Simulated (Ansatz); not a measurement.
PW (CsCl type, Pm-3m), PBE (plane waves, PAW; program Ansatz), all energies at zero smearing, with the estimated change up to a 700 eV cutoff added, with one set of potentials and settings (totals compare only within such a set). Cell of 2 atoms (1 W, 1 P): -11141.831 eV.

| element | reference phase | E (eV/atom) |
|---|---|---|
| W | Im-3m, 1 atoms in the cell | -10385.9177 |
| P | Cmce, 4 atoms in the cell | -755.6733 |

Formation energy per atom, worked out: (-11141.831 − 1×(-10385.9177) − 1×(-755.6733))/2 = -0.120 eV/atom (-12 kJ per mol of atoms), at 0 K, without zero-point energy or fitted corrections.

The cell is a constructed one: a structure type filled with these elements; neither database checked (COD, Materials Project) lists it. COD files the formula under space group No. 62. Its standing as an ambient phase is unchecked. The PBE relaxation kept the symmetry of its start; its stability against distortions is not shown here. The run is not spin-polarised. The references are the lowest solids computed at this level, not always the standard phases. Spin–orbit coupling is left out wherever it is not named.

Potentials: the earlier of the program's two PAW sets.
